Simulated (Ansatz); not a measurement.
**Data sheet: AlV (DFT)**

AlV:
```xyz
2
Lattice="1.7813 -1.9501 0.0000 1.7813 1.9501 0.0000 0.0000 0.0000 4.0376" Properties=species:S:1:pos:R:3 pbc="T T T"
Al     0.0000     0.0000     0.0000
V      1.7813     0.0000     2.0188
```

Space group Cmmm (No. 65); conventional cell a = 3.563 Å, b = 3.900 Å, c = 4.038 Å, α = β = γ = 90.00°.

Method: DFT-r²SCAN in the program Ansatz with PAW potentials. Structure relaxed to zero pressure with the same functional. Other levels are named where they apply.

Cell and energy:

```yaml
volume_per_atom: 14.03 Å³
density: 4.61 g/cm³
Formation energy from the elements (no fitted shifts): -0.28 eV/atom
```

Electronic structure:

```yaml
electronic_character: metallic (no gap)
Density of states at the Fermi level: 0.43 states/eV per atom (mean over ±0.08 eV)
```

Mechanics:

```yaml
Bulk modulus (Birch–Murnaghan fit): 154 GPa
Pressure derivative B′: 4.0
Elastic constants (relaxed ions, GPa): C11 = 172, C22 = 240, C33 = 262, C12 = 159, C13 = 120, C23 = 81.7, C44 = 111, C55 = 150, C66 = 159
mechanical_stability: stable (all eigenvalues of C positive)
hill_bulk_and_shear_moduli: 154 and 79.5 GPa
Young's modulus: 204 GPa
Poisson's ratio: 0.28
debye_temperature_from_the_elastic_constants: 571 K
```

Phonons:

```yaml
highest_zone_centre_frequency: 341 cm^-1
zone_centre_stability: no imaginary mode at Γ
```

Charges:

```yaml
bader_charges: Al -0.18, V +0.18 e
```

The first step of the workflow began from a Materials Project structure, measured or hypothetical; the Crystallography Open Database copy checked does not list it. With Al and V taken as one species the cell has the higher symmetry I4/mmm, so it may be an ordered model of a mixed-site phase. Whether it is the stable phase at ambient conditions was not checked. The r²SCAN relaxation kept the symmetry of its start. No spin polarisation was allowed. As this level gives no gap, shear constants depend on the k-mesh and smearing (Fermi–Dirac, 0.1 eV here). As this level gives no gap, phonon frequencies hold no LO–TO term and depend on the k-mesh and smearing (Fermi–Dirac, 0.1 eV here). Axis ratios of metals converge slowly with the k-mesh, so a and c are less sure than the volume. The references are the lowest solids computed at this level, not always the standard phases.

Potentials: the later of the program's two PAW sets.
